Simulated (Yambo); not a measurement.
BSE-type run in Yambo on a free-standing CdClOH monolayer (symmetry P3m1, slab cell 16.5 Å high), at finite momentum (a q point of the mesh, 1.15 1/Å).

Quantum ESPRESSO step (PBEsol, PseudoDojo standard norm-conserving files, scalar-relativistic):
```
&CONTROL
  calculation = 'nscf'
  pseudo_dir = './pseudo'
  outdir = './out'
/
&SYSTEM
  ibrav = 0
  nat = 4
  ntyp = 4
  ecutwfc = 102.0
  ecutrho = 408.0
  occupations = 'fixed'
  force_symmorphic = .true.
  nbnd = 58
  assume_isolated = '2D'
/
&ELECTRONS
  conv_thr = 4e-09
  diago_full_acc = .true.
  diago_thr_init = 1e-08
/
ATOMIC_SPECIES
H 1.0080 H.upf
O 15.9990 O.upf
Cl 35.4500 Cl.upf
Cd 112.4140 Cd.upf
CELL_PARAMETERS angstrom
  3.645970333202   0.000000000000   0.000000000000
 -1.822985166601   3.157502929997   0.000000000000
  0.000000000000   0.000000000000  16.500000000000
ATOMIC_POSITIONS crystal
H   0.000000000000   0.000000000000   0.106317471600
O   0.000000000000   0.000000000000   0.047638904500
Cl   0.333333333333   0.666666666667  -0.106317471600
Cd   0.666666666667   0.333333333333  -0.014919954500
K_POINTS automatic
12 12 1 0 0 0
```

Yambo input:
```
rim_cut
rim_w
optics
bse
bss
dipoles
em1s
RandQpts= 1000000
RandGvec= 2 Ry
CUTGeo= "slab z"
RandGvecW= 1000 mRy
FFTGvecs= 30 Ry
Chimod= "HARTREE"
BSKmod= "SEX"
BSEmod= "resonant"
BSSmod= "hs"
BSENGexx= 10 Ry
BSENGBlk= 3 Ry
% KfnQP_E
 2.736 | 1.0 | 1.0 |
%
% BSEQptR
 19 | 19 |
%
% BSEBands
 12 | 20 |
%
% BEnRange
 0.0 | 11.6 | eV
%
% BDmRange
 0.1 | 0.1 | eV
%
BEnSteps= 232
% BLongDir
 1.0 | 0.0 | 0.0 |
%
BSHayTrs= -0.02
BSSNEig= 24
WRbsWF
% BndsRnXs
 5 | 54 |
%
NGsBlkXs= 3 Ry
% LongDrXs
 1.0 | 1.0 | 0.0 |
%
```

From the report:

The dimension is k points × valence × conduction bands = 144 × 6 × 3 = 2592.
```
   [SLEPC] Approach                          : Krylov-Schur
   [SLEPC] Number of requested eigenvalues   :  24
   [SLEPC] Number of eigenvalues        [NEV]:  24
    [K] Dimension                                    :  2592
    [K] Bands                                        :  12  20
    [K] Exchange res                                 : yes
    [K] Correlation res                              : yes
    [K] W interaction is bare                        : no
    [K] RL vectors exchange                          :   691
    [K] RL vectors correlation                       :  107
    [W] Matrix size                                  :  107
    [W] Bands                                        :    5   54
    [W] Coulomb Cutoff                               : slab z
    [W] Hxc Kernel                                   : HARTREE
```
Lowest eigenvalues (eV; in brackets the number of states within 2 meV): 3.95 (1), 4.50 (1), 4.57 (1), 4.69 (1), 4.72 (1), 4.78 (1). They depend on the mesh, which isn't converged, and on the G0W0 scissor.

Spin-orbit coupling is not included.

Geometry relaxed with PBEsol.

This is a model layer cut from the bulk structure; whether it is stable on its own was not checked.
